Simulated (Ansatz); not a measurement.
BaAg$_{2}$As$_{2}$:
```yaml
crystal:
  lattice:
    - [-2.29009, 2.29009, 5.61329]
    - [2.29009, -2.29009, 5.61329]
    - [2.29009, 2.29009, -5.61329]
  atoms:
    - { symbol: Ba, position: [0.00000, 0.00000, 0.00000] }
    - { symbol: Ag, position: [0.75000, 0.25000, 0.50000] }
    - { symbol: Ag, position: [0.25000, 0.75000, 0.50000] }
    - { symbol: As, position: [0.38435, 0.38435, 0.00000] }
    - { symbol: As, position: [0.61565, 0.61565, 0.00000] }
```

This is the r²SCAN-relaxed structure.

Problem. All from r²SCAN in the plane-wave PAW code Ansatz, unless another level is named. Predict the electronic character.

Solution. metallic (no gap).

Problem. And the density of states at the Fermi level?

Solution. 0.30 states/eV per atom (mean over ±0.08 eV).

Space group I4/mmm. The workflow started from an entry of the Crystallography Open Database (COD, 295 K). Its standing as an ambient phase is unchecked. The r²SCAN relaxation kept the symmetry of its start; whether a distortion lowers the energy is not shown. The run is not spin-polarised. Scalar-relativistic: spin–orbit coupling is off unless named, which matters more the heavier the elements.

Potentials: the later of the program's two PAW sets.
